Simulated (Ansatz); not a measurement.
La (diamond, space group No. 227) under volume change, DFT-PBEsol in the program Ansatz with PAW potentials, scaled uniformly.

```csv
V (Å³/atom),E − E(relaxed) (meV/atom),P (GPa)
32.141,60.1,6.69
33.200,(withheld),(withheld)
34.260,5.8,1.82
35.319,0.0,0.00
36.379,5.1,-1.49
37.438,19.0,-2.69
38.498,(withheld),(withheld)
```

Problem. Some entries are withheld; supply them.

Solution. 
- 33.200, E − E(relaxed) (meV/atom): 24.9
- 33.200, P (GPa): 4.03
- 38.498, E − E(relaxed) (meV/atom): 40.1
- 38.498, P (GPa): -3.65

Problem. What does a third-order Birch–Murnaghan fit give for V₀, B₀ and B′?

Solution. V₀ = 35.32 Å³/atom, B₀ = 54.3 GPa, B′ = 5.7.

Space group Fd-3m (diamond). The start of the workflow was typed in or built on a structure type; neither database checked (COD, Materials Project) lists it. It is not the phase usual at ambient conditions (space group No. 194). The cell was relaxed with PBEsol under the symmetry of its start. At this level the phase is mechanically unstable. The volume moved by -40 % from the start of the relaxation. Spin–orbit coupling is left out wherever it is not named.

Potentials: the later of the program's two PAW sets.
